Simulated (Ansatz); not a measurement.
Starting cell, Ba (bcc, W type):

```
Ba
1.0
   -5.02000     5.02000     5.02000
    2.51000    -2.51000     2.51000
    2.51000     2.51000    -2.51000
Ba
2
Direct
  0.00000   0.00000   0.00000
  0.50000   0.00000   0.00000
```

The atoms are displaced by Q × the pattern below (from a DFPT mode at N = (0.5, 0.0, 0.0), largest move 1; Q in Å), at fixed cell. (q is in reciprocal vectors of the primitive cell; the cell shown is doubled to hold the pattern.)

| atom | x | y | z |
|---|---|---|---|
| Ba1 | 1.000 | 0.000 | 0.000 |
| Ba2 | -1.000 | 0.000 | 0.000 |

These are PBE (plane waves to 420 eV, PAW, scalar-relativistic; Ansatz, a quantum-chemistry and plane-wave program) values and carry that method's errors. k mesh 13×13×13 (Γ-centred), Fermi-Dirac smearing 0.05 eV. With partly filled bands, energies and forces of such displacements shift with the k mesh and the smearing. Ba was relaxed with its symmetry unable to fall. 

```json
[
 {"Q (Å)": "-0.100", "−dE/dQ from forces (eV/Å)": "0.270"},
 {"Q (Å)": "-0.083", "−dE/dQ from forces (eV/Å)": "0.226"},
 {"Q (Å)": "-0.067", "−dE/dQ from forces (eV/Å)": "0.181"},
 {"Q (Å)": "-0.050", "−dE/dQ from forces (eV/Å)": "0.136"},
 {"Q (Å)": "-0.033", "−dE/dQ from forces (eV/Å)": "0.091"},
 {"Q (Å)": "-0.017", "−dE/dQ from forces (eV/Å)": "0.045"},
 {"Q (Å)": "0.000", "−dE/dQ from forces (eV/Å)": "0.000"},
 {"Q (Å)": "0.017", "−dE/dQ from forces (eV/Å)": "-0.045"},
 {"Q (Å)": "0.033", "−dE/dQ from forces (eV/Å)": "-0.091"},
 {"Q (Å)": "0.050", "−dE/dQ from forces (eV/Å)": "-0.136"},
 {"Q (Å)": "0.067", "−dE/dQ from forces (eV/Å)": "-0.181"},
 {"Q (Å)": "0.083", "−dE/dQ from forces (eV/Å)": "-0.226"},
 {"Q (Å)": "0.100", "−dE/dQ from forces (eV/Å)": "-0.270"}
]
```

What harmonic wavenumber does the curvature at Q = 0 give?

52 cm⁻¹. E″ = 2.72 eV/Å², M = Σ mᵢ|uᵢ|² = 274.7 u, ν̃ = 521.5·√(|E″|/M).

(For displaced atoms, the force is minus the slope of the energy, and its curvature is a force constant, which sets phonon frequencies.)
